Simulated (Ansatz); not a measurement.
Given:

ZnRh:
```cif
data_RhZn
_chemical_formula_sum 'Zn1 Rh1'
_space_group_name_H-M_alt 'Pm-3m'
_space_group_IT_number 221
_space_group_name_Hall '-P 4 2 3'
_cell_length_a 2.97320
_cell_length_b 2.97320
_cell_length_c 2.97320
_cell_angle_alpha 90.000
_cell_angle_beta 90.000
_cell_angle_gamma 90.000
loop_
_atom_site_label
_atom_site_type_symbol
_atom_site_symmetry_multiplicity
_atom_site_Wyckoff_symbol
_atom_site_fract_x
_atom_site_fract_y
_atom_site_fract_z
_atom_site_occupancy
Zn1 Zn 1 b 0.50000 0.50000 0.50000 1
Rh1 Rh 1 a 0.00000 0.00000 0.00000 1
```

This is the PBEsol-relaxed structure.

### Question
All from PBEsol (plane waves, PAW; program Ansatz), unless another level is named. Estimate the Hill bulk and shear moduli.

### Answer
200 and 82.2 GPa.

### Question
What about the highest zone-centre frequency?

### Answer
234 cm⁻¹.

The first step of the workflow began from a Materials Project structure, measured or hypothetical; the Crystallography Open Database copy checked does not list it. With Zn and Rh taken as one species the cell has the higher symmetry Im-3m, so it may be an ordered model of a mixed-site phase. Its standing as an ambient phase is unchecked. The PBEsol relaxation kept the symmetry of its start; of distortions, only those at the zone centre were tested. The run is not spin-polarised. As this level gives no gap, shear constants depend on the k-mesh and smearing (Fermi–Dirac, 0.1 eV here). As this level gives no gap, phonon frequencies hold no LO–TO term and depend on the k-mesh and smearing (Fermi–Dirac, 0.1 eV here).

Potentials: the later of the program's two PAW sets.
